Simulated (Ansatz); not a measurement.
### Question
Each is relaxed and computed with plane-wave PAW PBE (Ansatz code). Which is the only metal?
A. Ge2Pd, fluorite or antifluorite type
B. GeS, wurtzite
C. SiGe, Pmma (Si on 2e, Si on 2f, Ge on 2e, Ge on 2f)
D. GeS2, anatase

### Answer
A, Ge2Pd, fluorite or antifluorite type. Ge2Pd: metal; GeS2: gap 0.59 eV (indirect); SiGe: gap 0.37 eV (indirect); GeS: gap 1.00 eV (indirect). Constructed cells (a structure type filled with these elements, in neither database checked): Ge2Pd, fluorite or antifluorite type; GeS2, anatase; GeS, wurtzite. Typed or built starts, not in the databases checked: SiGe, Pmma (Si on 2e, Si on 2f, Ge on 2e, Ge on 2f). All cells were relaxed under the symmetry of their starts (and spin orders); stability against distortions was not tested throughout. Rows with no word on spin ran without spin polarisation. Scalar-relativistic: spin–orbit coupling is off unless named, which matters more the heavier the elements.

Potentials: the later of the program's two PAW sets.
